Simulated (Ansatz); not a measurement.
Collinear states of HgF₃

The calculation used DFT PBE, scalar-relativistic, plane waves, PAW in Ansatz 0.2.0.

```
Hg F
1.0
     0.00000    2.86317    2.86317
     2.86317    0.00000    2.86317
     2.86317    2.86317    0.00000
Hg F
1 3
Direct
  0.00000 0.00000 0.00000
  0.25000 0.25000 0.25000
  0.75000 0.75000 0.75000
  0.50000 0.50000 0.50000
```

```
plane-wave cutoff                               : 420 eV
Γ-centred k-mesh                                : 12×12×12
occupation rule                                 : Gaussian smearing, 0.1 eV
list of starting moments (μB, in atom order)    : 0 0 0 1
check for lower electronic states after the SCF : off
```

All runs keep this geometry, which isn't relaxed for the lowest state (largest force there 0.000 eV/Å, pressure 2.1 GPa; forces reach 0.18 eV/Å in another state) and needn't be a stable compound; relaxing each order can shift differences of a few meV. A propagation vector, in units of the reciprocal vectors, doubles the cell, which takes an equally dense mesh. The large starts are 0 0 0 2.5 μB. The small starts are 0 0 0 0.5 μB. Site moments are spin moments in atom-centred spheres that scale with the neighbour distance. The states are those that the runs reached from these starts; a lower one can exist.

Starts tried: no spin; ferromagnetic; large parallel starting moments; antiferromagnetic, doubled cell, propagation vector (0, 0, 1/2); antiferromagnetic, doubled cell, propagation vector (0, 1/2, 1/2); small parallel starting moments. Which state comes out lowest, and what are the moments?

The lowest state is ferromagnetic, reached from the start “ferromagnetic” and the start “large parallel starting moments” and the start “small parallel starting moments”, with site moments (μB) Hg +0.07, F +0.22 (×2), F +0.52.

| start | ends | energy above lowest (meV/atom) | site moments (μB) | gap on mesh (eV) | P (GPa) |
| --- | --- | --- | --- | --- | --- |
| no spin | non-magnetic | 24.5 | none over 0.05 | metal | 1.2 |
| ferromagnetic | ferromagnetic | 0.00 | Hg +0.07, F +0.22 (×2), F +0.52 | metal | 2.1 |
| large parallel starting moments | ferromagnetic | 0.00 | Hg +0.07, F +0.22 (×2), F +0.52 | metal | 2.1 |
| antiferromagnetic, doubled cell, propagation vector (0, 0, 1/2) | antiferromagnetic | 12.8 | F +0.12 (×2), F +0.47, F -0.12 (×2), F -0.47 | metal | 2.1 |
| antiferromagnetic, doubled cell, propagation vector (0, 1/2, 1/2) | antiferromagnetic | 10.8 | Hg +0.05, F +0.51, Hg -0.05, F -0.51 | metal | 2.1 |
| small parallel starting moments | ferromagnetic | 0.00 | Hg +0.07, F +0.22 (×2), F +0.52 | metal | 2.1 |

Cost: 6 runs of about 3.1 core-minutes in all, on Arm Neoverse V1 (shared hosts).